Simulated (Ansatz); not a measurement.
NaCl:
```
NaCl
1.0
    0.00000     2.73214     2.73214
    2.73214     0.00000     2.73214
    2.73214     2.73214     0.00000
Na Cl
1 1
Direct
  0.00000   0.00000   0.00000
  0.50000   0.50000   0.50000
```

Relaxed with LDA. Special points in fractions of this cell's reciprocal vectors: Γ (0.000, 0.000, 0.000); X (0.500, 0.000, 0.500); U (0.625, 0.250, 0.625); K (0.375, 0.375, 0.750); L (0.500, 0.500, 0.500); W (0.500, 0.250, 0.750).

Problem. List the band energies nearest the valence-band maximum at these points for DFT-LDA in the program Ansatz with PAW potentials.

Solution. In eV from the valence-band maximum; about four levels below and three above (degenerate sets whole), none deeper than 8.9 eV; points with the same levels are listed once.

```csv
k,below,above
Γ,0.00 0.00 0.00,5.08 10.83 10.83 10.83
X,-2.01 -0.72 -0.72,7.41 7.60 11.63
U,-1.71 -1.37 -0.61,8.01 8.97 10.66
L,-2.33 -0.33 -0.33,7.04 10.80 10.80
W,-1.45 -1.45 -0.93,8.84 9.58 9.58
```

Space group Fm-3m (rock salt). The cell was relaxed with LDA under the symmetry of its start; phonons on a q-mesh show no instability.

Potentials: the earlier of the program's two PAW sets.
